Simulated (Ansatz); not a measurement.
This cell of YHg2 (space group P6/mmm) is off equilibrium:

```xyz
3
Lattice="4.8310 0.0000 0.0000 -2.4155 4.1838 0.0000 0.0000 0.0000 3.2827" Properties=species:S:1:pos:R:3 pbc="T T T"
Y      0.0000     0.0000     0.0000
Hg     0.0000     2.7892     1.6413
Hg     2.4155     1.3946     1.6413
```

Method: PBEsol (plane waves to 420 eV, PAW, scalar-relativistic; Ansatz, an electronic-structure program). k mesh 11×11×14 (Γ-centred), Fermi-Dirac smearing 0.05 eV. The energy includes the smearing's −TS. Stress and pressure are positive under compression. With partly filled bands, the response to shear is sensitive to the k mesh, so small differences along c/a are uncertain. Spin-orbit coupling is left out, though Hg is heavy. YHg2 is run without spin polarisation. YHg2 was relaxed with its symmetry unable to fall.

Question: Give the stress tensor in GPa and the pressure.

Answer: 
```
    2.2      0.0      0.0
    0.0      2.2      0.0
    0.0      0.0      3.8
```
The pressure, a third of the trace, is 2.7 GPa.

Question: It is the relaxed cell deformed to V/V₀ = 0.960, (c/a)/(c/a)₀ = 0.960, c along z, fractional positions held. What is its energy relative to the relaxed cell?

Answer: 11 meV/atom.

(A scan under strain: stresses follow from slopes of the energy per volume, elastic moduli from its curvatures.)
